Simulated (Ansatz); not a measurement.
PtSe2 in space group R3m (No. 160; Pt on 3a, Se on 3a, Se on 3a), LDA in the plane-wave PAW code Ansatz, all energies at zero smearing, with the estimated change up to a 700 eV cutoff added, with one set of potentials and settings (totals compare only within such a set). Cell of 3 atoms (1 Pt, 2 Se): -23012.879 eV.

```tsv
element	reference phase	E (eV/atom)
Pt	Fm-3m, 1 atoms in the cell	-12246.2748
Se	P3_121, 3 atoms in the cell	-5383.2666
```

Formation energy per atom, worked out: (-23012.879 − 1×(-12246.2748) − 2×(-5383.2666))/3 = -0.024 eV/atom (-2 kJ per mol of atoms), at 0 K, without zero-point energy or fitted corrections.

The cell is a constructed one: a structure type filled with these elements; neither database checked (COD, Materials Project) lists it. COD files the formula under space group No. 164. Its standing as an ambient phase is unchecked. The cell was relaxed with LDA under the symmetry of its start; its stability against distortions is not shown here. No spin polarisation was allowed. A crystal of weakly bound layers computed without a dispersion correction: the cell and the soft elastic constants depend strongly on that. The references are the lowest solids computed at this level, not always the standard phases. Scalar-relativistic: spin–orbit coupling is off unless named, which matters more the heavier the elements.

Potentials: the earlier of the program's two PAW sets. The files were generated under PBE; for other functionals the program regenerates the frozen cores, and for LDA and PBEsol the local potential too.
